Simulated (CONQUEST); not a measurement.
CONQUEST run on TiN (P4mm, 8 atoms in the cell; from Materials Project mp-492, changed as shown): self-consistent single point.

Method: CONQUEST with PBE, numerical atomic orbitals double-zeta with polarisation (the shipped basis), PseudoDojo norm-conserving potentials made for PBE.

The change in words: atom 5 moved by -0.08 angstrom along z. Reference geometry (Fm-3m):
```yaml
crystal:
  lattice:
    - [4.24125, 0.00000, 0.00000]
    - [0.00000, 4.24125, 0.00000]
    - [0.00000, 0.00000, 4.24125]
  atoms:
    - { symbol: Ti, position: [0.00000, 0.00000, 0.00000] }
    - { symbol: Ti, position: [0.00000, 0.50000, 0.50000] }
    - { symbol: Ti, position: [0.50000, 0.00000, 0.50000] }
    - { symbol: Ti, position: [0.50000, 0.50000, 0.00000] }
    - { symbol: N, position: [0.50000, 0.00000, 0.00000] }
    - { symbol: N, position: [0.50000, 0.50000, 0.50000] }
    - { symbol: N, position: [0.00000, 0.00000, 0.50000] }
    - { symbol: N, position: [0.00000, 0.50000, 0.00000] }
```

Reference input (self-consistent single point, DFT, PBE, numerical atomic orbitals double-zeta with polarisation (the shipped basis), PseudoDojo norm-conserving potentials made for PBE): basis = DZP; Diag.MPMeshX, Y, Z = 3 3 3; potentials = PseudoDojo norm-conserving PBE; Grid.GridCutoff = 140 Ha; DM.SolutionMethod = diagon; Diag.kT = 0.003675 Ha; Diag.GammaCentred = true; minE.SCTolerance = 1.0e-06; SC.MaxIters = 100; SC.LinearMixingFactor = 0.5; SC.KerkerPreCondition = true; SC.KerkerFactor = 0.5 1/bohr. This run's input differs from it in these lines:

```diff
@@ -39,3 +39,3 @@
     0.500000000     0.500000000     0.000000000  1 T T T
-    0.500000000     0.000000000     0.000000000  2 T T T
+    0.500000000     0.000000000     0.981138000  2 T T T
     0.500000000     0.500000000     0.500000000  2 T T T
```

Log, with long lists cut:

```
    PulayMixSC: Starting Pulay mixing, A_up =  0.500 A_dn =  0.500
    PulayMixSC: Spin non-polarised calculation.
    PulayMixSC: with Kerker preconditioning, q0 =  0.500
          Harris-Foulkes Energy            :      -279.667496331408870 Ha
          Free Energy (E-TS)               :      -279.668762623002237 Ha
    PulayMixSC: Pulay iteration     1 residual:              0.67621E-02
          Harris-Foulkes Energy            :      -279.508754495836342 Ha
          Free Energy (E-TS)               :      -279.510038692416970 Ha
    PulayMixSC: Pulay iteration     2 residual:              0.46229E-02
   [... lines left out ...]
          Free Energy (E-TS)               :      -279.364669825952490 Ha
    PulayMixSC: Pulay iteration    14 residual:              0.14872E-05
          Harris-Foulkes Energy            :      -279.360173512109668 Ha
          Free Energy (E-TS)               :      -279.364669885499666 Ha
    PulayMixSC: Pulay iteration    15 residual:              0.11444E-05
          Harris-Foulkes Energy            :      -279.360173737802540 Ha
          Free Energy (E-TS)               :      -279.364670710844109 Ha
    PulayMixSC: Pulay iteration    16 residual:              0.76817E-06
    PulayMixSC: Reached SCF tolerance of  0.76817E-06 after     16 iterations
      | Number of electrons      =        68.000001
      | GS Energy as E-(1/2)TS   =      -279.362422224323325 Ha
      | Free Energy as E-TS      =      -279.364670710844109 Ha
      |* Harris-Foulkes energy   =      -279.360173737802540 Ha
      |* DFT total energy        =      -279.360173719203317 Ha

    force: Forces on atoms (Ha/a0)
    force:  Atom   X              Y              Z
    force:     1  -0.0000000000  -0.0000000000  -0.0031239861
    force:     2  -0.0000000000  -0.0000000000  -0.0018747404
    force:     3  -0.0000000000  -0.0000000000  -0.0097232190
    force:     4  -0.0000000000  -0.0000000000  -0.0031239861
    force:     5  -0.0000000000   0.0000000000   0.0191046349
    force:     6  -0.0000000000  -0.0000000000  -0.0009879690
   [... lines left out ...]
    force: Maximum force :        0.01910463(Ha/a0) on atom         5 in z direction
   [... lines left out ...]
    force: Force Residual:        0.00778712 Ha/a0
    force: Total stress:         -5.33697632     0.00000000     0.00000000 GPa
                             0.00000000    -5.33697632     0.00000000
                             0.00000000     0.00000000    -5.97506550
    force: Average pressure:      5.54967272 GPa

    get_E_and_F: Change in energy during last step of electronic optimisation: -0.22569E-06
```

The run converged in 16 iterations. CONQUEST prints the stress tensor with tension positive. Against the reference run the free energy rises by 5.0 meV/atom, the pressure goes from 5.36 to 5.55 GPa and the largest force goes from under 0.1 to 0.98 eV/Å.

The program uses no crystal symmetry, so grid and mesh can part values that symmetry would make equal. The atom-centred basis is finite, which shifts total energies, pressures and forces against plane waves. The structure comes from a collection of computed structures, made at another level of theory; the collection holds predicted forms beside known ones. No clean gap shows at this smearing width and mesh (spacing up to 0.49 Å⁻¹); the mesh is coarse for partly filled bands, so the values carry mesh errors.

Cost on one core: around 2.2 core-minutes (rough).
